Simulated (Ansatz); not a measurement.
BiPbIO$_{2}$ in space group I4mm (No. 107; Bi on 2a, Pb on 2a, I on 2a, O on 4b), the program Ansatz at the r²SCAN+D4 level (PAW). The conduction-band minimum lies at Γ, with 1 equivalent valley. Second derivatives d²E/dk² of the lowest band at one valley (eV·Å²), along Cartesian directions:

```json
[
 {"direction": "[100]", "d²E/dk²": "32.98"},
 {"direction": "[010]", "d²E/dk²": "32.98"},
 {"direction": "[001]", "d²E/dk²": "6.045"},
 {"direction": "[110]", "d²E/dk²": "32.99"},
 {"direction": "[101]", "d²E/dk²": "19.52"},
 {"direction": "[011]", "d²E/dk²": "19.52"}
]
```

Q: Find the principal effective masses, the density-of-states mass and the conductivity mass.

A: Off-diagonal terms follow from H_xy = H[110] − (H_xx + H_yy)/2, and m*/mₑ = 7.620 eV·Å² over each eigenvalue: 0.23, 0.23, 1.3. One valley's DOS mass (m₁m₂m₃)^(1/3) = 0.41, conductivity mass 3/(Σ 1/mᵢ) = 0.32 mₑ.

Q: What effective density of states Nc follows at 300 K for parabolic valleys?

A: Nc = 2.509e19 × 1 × (0.41)^(3/2) ≈ 6.6e18 cm⁻³.

The first step of the workflow began from a Materials Project structure, measured or hypothetical; the Crystallography Open Database copy checked does not list it. Whether it is the stable phase at ambient conditions was not checked. Symmetry was held in the r²SCAN+D4 relaxation; whether a distortion lowers the energy is not shown. Scalar-relativistic: spin–orbit coupling is off unless named, which matters more the heavier the elements.

Potentials: the later of the program's two PAW sets.

Edges and masses are those of Kohn–Sham bands, whose gap is no quasiparticle gap.
